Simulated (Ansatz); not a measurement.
TiO₂ (anatase, I4_1/amd) under volume change, plane-wave PAW PBEsol (Ansatz code), shape and atoms relaxed at each volume.

```
V (Å³/atom)  E − E(relaxed) (meV/atom)  P (GPa)
-----------  -------------------------  -------
10.294                            56.6    18.62
10.634                            24.4    11.88
10.973                             5.9     5.69
11.312                             0.0    -0.01
11.652                             5.6    -5.18
11.991                            21.6    -9.81
12.330                            46.7   -13.88
```

What does a third-order Birch–Murnaghan fit give for V₀, B₀ and B′?

V₀ = 11.31 Å³/atom, B₀ = 179 GPa, B′ = 2.3.

The cell was relaxed with PBEsol under the symmetry of its start. The run is not spin-polarised.

Potentials: the later of the program's two PAW sets.
